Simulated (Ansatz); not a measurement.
## Mo3Os (A15, Cr3Si type), frozen-phonon scan

Relaxed Mo3Os (A15, Cr3Si type):

```
CELL_PARAMETERS angstrom
      9.83177     0.00000     0.00000
      0.00000     4.91589     0.00000
      0.00000     0.00000     4.91589
ATOMIC_POSITIONS crystal
  Mo 0.12500 0.00000 0.50000
  Mo 0.62500 0.00000 0.50000
  Mo 0.37500 0.00000 0.50000
  Mo 0.87500 0.00000 0.50000
  Mo 0.25000 0.75000 0.00000
  Mo 0.75000 0.75000 0.00000
  Mo 0.25000 0.25000 0.00000
  Mo 0.75000 0.25000 0.00000
  Mo 0.00000 0.50000 0.75000
  Mo 0.50000 0.50000 0.75000
  Mo 0.00000 0.50000 0.25000
  Mo 0.50000 0.50000 0.25000
  Os 0.00000 0.00000 0.00000
  Os 0.50000 0.00000 0.00000
  Os 0.25000 0.50000 0.50000
  Os 0.75000 0.50000 0.50000
```

The atoms are displaced by Q × the pattern below (from a DFPT mode at X = (0.5, 0.0, 0.0), largest move 1; Q in Å), at fixed cell. It is one choice among 2 degenerate patterns. (q is in reciprocal vectors of the primitive cell; the cell shown is doubled to hold the pattern.)

| atom | x | y | z |
|---|---|---|---|
| Mo1 | 0.000 | 0.000 | 0.589 |
| Mo2 | 0.000 | 0.000 | -0.589 |
| Mo3 | 0.000 | 0.000 | -0.589 |
| Mo4 | 0.000 | 0.000 | 0.589 |
| Mo9 | 0.000 | 0.000 | 0.628 |
| Mo10 | 0.000 | 0.000 | -0.628 |
| Mo11 | 0.000 | 0.000 | 0.628 |
| Mo12 | 0.000 | 0.000 | -0.628 |
| Os13 | 0.000 | 0.000 | 1.000 |
| Os14 | 0.000 | 0.000 | -1.000 |

Atoms not listed stay in place.

Method: LDA (plane waves to 420 eV, PAW, scalar-relativistic; Ansatz, a first-principles code). k mesh 5×10×10 (Γ-centred), Fermi-Dirac smearing 0.05 eV. Energies are smeared free energies. With partly filled bands, energies and forces of such displacements shift with the k mesh and the smearing. Mo3Os is run without spin polarisation. Mo3Os was relaxed with its symmetry unable to fall. Spin-orbit coupling is left out, though Os is heavy. The zero of ΔE is the undisplaced structure.

```csv
Q (Å),ΔE (eV/cell),−dE/dQ from forces (eV/Å)
-0.180,0.241,2.673
-0.150,0.168,2.230
-0.120,0.107,1.787
-0.090,0.060,1.342
-0.060,0.027,0.896
-0.030,0.007,0.448
0.000,0.000,0.000
0.030,0.007,-0.448
0.060,0.027,-0.896
0.090,0.060,-1.342
0.120,0.107,-1.787
0.150,0.168,-2.230
0.180,0.241,-2.673
```

Derived quantities:

```
Property                                                                                                             Result
-----------------------------------------------------------  --------------------------------------------------------------
Energy at Q = 0.180 Å                                                                                          241 meV/cell
Space group of the distorted cell                                                         Pmma (No. 51), lowered from Pm-3n
Symmetry of the curve                                                                         even: the same for both signs
Shape of the curve                                           a single well with its minimum at or next to zero displacement
Harmonic wavenumber from the curvature (finite differences)                                                         78 cm⁻¹
```

The 13 points together took around 30 core-minutes (rough).

(For displaced atoms, the force is minus the slope of the energy, and its curvature is a force constant, which sets phonon frequencies.)
